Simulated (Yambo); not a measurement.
TlBr (rock salt, space group Fm-3m, No. 225), G0W0@PBEsol in Yambo (4×4×4 mesh, plasmon pole; 8 Ry block, no terminator). The number N of bands in W and G is varied.

| N | x = 1/N | gap L → L (eV) | shift of the valence edge (eV) |
|---|---|---|---|
| 47 | 0.02128 | 3.086 | -0.573 |
| 70 | 0.01429 | 3.204 | -0.800 |
| 101 | 0.00990 | 3.284 | -0.960 |
| 134 | 0.00746 | ? | ? |

**Question.** Basis-set arguments suggest E = E∞ + A x. Fix A and E∞ from the two rows above the withheld one, predict the row at 134 bands, and test the form.

**Answer.** Gap: A = (3.284 − (3.204))/(0.00990 − 0.01429) = -18.2, E∞ = 3.464 eV, so 3.328 eV is predicted; the run gave 3.333 eV (miss 5 meV). The first two rows have slope -16.9, within 15 % of that. Shift: A = (-0.960 − (-0.800))/(0.00990 − 0.01429) = 36.4, E∞ = -1.321 eV, so -1.049 eV is predicted; the run gave -1.058 eV (miss 9 meV). The first two rows have slope 32.5, within 15 % of that. The other settings are held fixed.

The standard potential for Tl keeps a d shell in the valence without the s and p states of that shell. In tests on such compounds this moved G0W0 gaps by up to about 0.9 eV, so absolute quasiparticle energies here are unreliable; differences between settings are what counts.

Spin-orbit coupling is not included.

Geometry of the Materials Project entry, not relaxed at this level; primitive cell a = 4.7264 Å, b = 4.7264 Å, c = 4.7264 Å, α = 60.00°, β = 60.00°, γ = 60.00°.

This is not the ordinary phase of the substance; no match was found in the copy of COD used, and its stability was not checked.

A shift is the quasiparticle energy of the state minus its PBEsol energy.
